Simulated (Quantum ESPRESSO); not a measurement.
Te3Pb4Se, space group Pm-3m (No. 221):

```xyz
8
Lattice="6.4829 0.0000 0.0000 0.0000 6.4829 0.0000 0.0000 0.0000 6.4829" Properties=species:S:1:pos:R:3 pbc="T T T"
Se     0.0000     0.0000     0.0000
Pb     3.2414     0.0000     0.0000
Te     0.0000     3.2414     3.2414
Pb     3.2414     3.2414     3.2414
Te     3.2414     0.0000     3.2414
Pb     0.0000     0.0000     3.2414
Te     3.2414     3.2414     0.0000
Pb     0.0000     3.2414     0.0000
```
The cell was made here from a computed Materials Project entry: one of 4 Te replaced by Se, cell and atoms relaxed (PBE without dispersion, pw.x of a modified build of Quantum ESPRESSO, symmetry kept). The parent is TePb in Fm-3m. The swapped cell is a model, not a known phase. Stability against distortions was not tested.

```json
[
 {"site": "Se", "Wyckoff letter": "a", "site symmetry": "m-3m"},
 {"site": "Pb1", "Wyckoff letter": "d", "site symmetry": "4/mmm"},
 {"site": "Te", "Wyckoff letter": "c", "site symmetry": "4/mmm"},
 {"site": "Pb2", "Wyckoff letter": "b", "site symmetry": "m-3m"}
]
```

Cores are frozen. Pb, Te had no test against all-electron runs. Spin–orbit coupling is left out, a limit on Pb, Te.

Where does symmetry force the field gradient to vanish or to be axial, and what does PBE PAW (JTH datasets; density from pw.x of Quantum ESPRESSO, gradients reconstructed from it by a script) give?


```tsv
site	by symmetry	Vzz (a.u.)	η_Q
Se	vanishes (cubic site)	0	–
Pb1	axial, η = 0 (an axis of order 3 or more)	1.180	0.00
Te	axial, η = 0 (an axis of order 3 or more)	0.069	0.00
Pb2	vanishes (cubic site)	0	–
```
